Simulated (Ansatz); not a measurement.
Zr:
```
Zr
1.0
    3.24649     0.00000     0.00000
   -1.62325     2.81155     0.00000
    0.00000     0.00000     5.15208
Zr
2
Direct
  0.33333   0.66667   0.25000
  0.66667   0.33333   0.75000
```

Relaxed with r²SCAN. Special points in fractions of this cell's reciprocal vectors: Γ (0.000, 0.000, 0.000); M (0.500, 0.000, 0.000); K (0.333, 0.333, 0.000); A (0.000, 0.000, 0.500); L (0.500, 0.000, 0.500); H (0.333, 0.333, 0.500).

Q: List the band energies nearest the Fermi level at these points for the program Ansatz at the r²SCAN level (PAW).

A: In eV from the Fermi level; about four levels below and three above (degenerate sets whole), none deeper than 8.9 eV; points with the same levels are listed once.

```json
[
 {"k": "Γ", "below": "-6.00 -3.19", "above": "0.94 0.94 1.02"},
 {"k": "M", "below": "-2.69 -2.65 -2.24 -0.41", "above": "0.64 0.84 1.57"},
 {"k": "K", "below": "-2.18 -1.52 -1.52 -1.27", "above": "0.32 0.32 1.96"},
 {"k": "A", "below": "-4.20 -4.20", "above": "0.02 0.02 0.86 0.86 0.86 0.86"},
 {"k": "L", "below": "-2.99 -2.99 -1.09 -1.09", "above": "1.54 1.54 2.36 2.36"},
 {"k": "H", "below": "-1.39 -1.39 -0.16 -0.16", "above": "2.22 2.22 4.54 4.54"}
]
```

Space group P6_3/mmc (hcp (Mg type)). The cell was relaxed with r²SCAN under the symmetry of its start; of distortions, only those at the zone centre were tested. No spin polarisation was allowed. Spin–orbit coupling is left out wherever it is not named.

Potentials: the earlier of the program's two PAW sets.
